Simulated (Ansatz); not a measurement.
**Structure relaxation, Ta**

The start is a relaxed Ta cell, doubled along one cell vector, shaken by Gaussian noise of σ = 0.08 Å a coordinate. A full variable-cell relaxation at zero pressure is run with r2SCAN (plane waves to 500 eV, PAW, scalar-relativistic; Ansatz, a first-principles code). First-step values are on the input's coarse k-mesh.

Ansatz input (later rounds restart from its end on a renewed k-mesh):
Ansatz 0.2 input:
```yaml
crystal:
  lattice:
    - [5.4646173656, 0, 0]
    - [-5.4646173656, 9.4649949212, 0]
    - [0, 0, 2.6872583799]
  atoms:
    - { symbol: Ta, position: [0.48343364, 0.0068672877, 0.5319068884] }
    - { symbol: Ta, position: [0.5029652546, 0.5037308903, 0.5219815046] }
    - { symbol: Ta, position: [0.4973306258, 0.2481554723, 0.5096373281] }
    - { symbol: Ta, position: [0.5161433417, 0.7515256715, 0.4860850171] }
    - { symbol: Ta, position: [-0.0097399812, 0.2543210125, 0.5394457065] }
    - { symbol: Ta, position: [-0.0376405817, 0.7429926639, 0.466102543] }
basis: { ecutwfc: 500, ecutrho_ratio: 4, xc_grid: 4, fft_grid_basis: typed }
kpoints: { mp_grid: { grid: [7, 4, 12] } }
hamiltonian:
  xc: r2scan
  dispersion: none
  pseudopotentials: { azcp: { folder: ./paw }, kind: paw }
scf: { occupations: { method: fermi_dirac, width: 0.05 } }
relax: { f_tol: 0.01, max_steps: 100, cell: { stress_tol: 0.02 } }
output: { forces: true, stress: true }
```

Task: How much energy is released per atom?

Result: About 1.6 eV/atom.

Task: How does the volume change?

Result: -21.3 %, from 23.17 to 18.23 Å³/atom.

Task: Does it find its way back to the structure it was made from?

Result: It does not go back: it reaches P2₁/m (No. 11), 1.48 eV/atom below the parent.

Task: How do the shortest distances between atoms change?

Result: The closest pairs of elements (up to four, under 3.6 Å), start → end: Ta–Ta 2.49 → 2.79 Å.

Task: Is the relaxed structure metallic? Give its gap.

Result: Zero (metallic).

Task: Write out the relaxed structure.

Result: 
Space group P2₁/m (No. 11); a = 2.861 Å, b = 4.649 Å, c = 8.277 Å, α = 90.00°, β = 96.46°, γ = 90.00°

```json
[
 {"atom": "Ta", "site": "2e", "symmetry": "m", "x": "0.4369", "y": "0.7500", "z": "0.2490"},
 {"atom": "Ta", "site": "2e", "symmetry": "m", "x": "0.8964", "y": "0.2500", "z": "0.0895"},
 {"atom": "Ta", "site": "2e", "symmetry": "m", "x": "0.8084", "y": "0.2500", "z": "0.4223"}
]
```

Final values are on a 16×10×6 k-mesh of the relaxed cell. The start holds a very short contact (Ta–Ta 2.49 Å). No spin polarisation in the result.

The relaxed structure here is a generated cell of Ta: the first start was made by placing the elements on the sites of a structure type, and the end was not matched to a known phase here, so it may be hypothetical. Known forms of Ta include space group No. 229.
